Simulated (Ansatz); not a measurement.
LiAu3:
```xyz
4
Lattice="3.9855 0.0000 0.0000 0.0000 3.9855 0.0000 0.0000 0.0000 3.9855" Properties=species:S:1:pos:R:3 pbc="T T T"
Au     0.0000     1.9928     1.9928
Au     1.9928     0.0000     1.9928
Au     1.9928     1.9928     0.0000
Li     0.0000     0.0000     0.0000
```

Relaxed with PBEsol.

Map the electron localisation function on the plane through (0.000, 0.500, 0.500) spanned by u = [1, 1, 0] and v = [1, 0, 1] in lattice vectors, from plane-wave PAW PBEsol (Ansatz code).

x is the fraction of u, y of v (the angle between them is 60°; rows are the nearest grid lines); atoms in the plane: Au at (0.00, 0.00), Au at (0.50, 0.00), Au at (0.00, 0.50), Li at (0.50, 0.50).
```
|77654322234567776543222345677|
|77654322223456776543222234567|
|66655422222455666553222223556|
|44554432222234455443222222234|
|33444332222223344433222222223|
|22233322221222233322222222222|
|22222222211112222222222222222|
|32222221100000011222222333333|
|43222211000000000112222344544|
|54432221000133100012223445555|
|65543221000399930001223455666|
|76554322100399993001223455677|
|77655432210039999300122345567|
|66655432210003999300012234556|
|55554432221000133100012223445|
|44544322221100000000011222234|
|33333322222211000000112222223|
|22222222222222221111222222222|
|22222222222333222212222333222|
|32222222233444332222223344433|
|43222222234455443222223445544|
|65532222235566655422222455666|
|76543222234567765432222345677|
|77654322234567776543222345677|
```
Scale: ten equal steps from 0.019 (start of '0') to 0.993 (end of '9'), in the order '0123456789'; x runs from 0.000 to 1.00, y from 0.000 (bottom) to 1.00 (top).

The density is the valence pseudo-density with augmentation charge, so density and ELF within about 1 Å of a nucleus are not all-electron values.

Space group Pm-3m (Cu3Au type). The workflow started from an entry of the Crystallography Open Database (COD). Whether it is the stable phase at ambient conditions was not checked. The cell was relaxed with PBEsol under the symmetry of its start; its stability against distortions is not shown here. Spin–orbit coupling is left out wherever it is not named.

Potentials: the later of the program's two PAW sets.
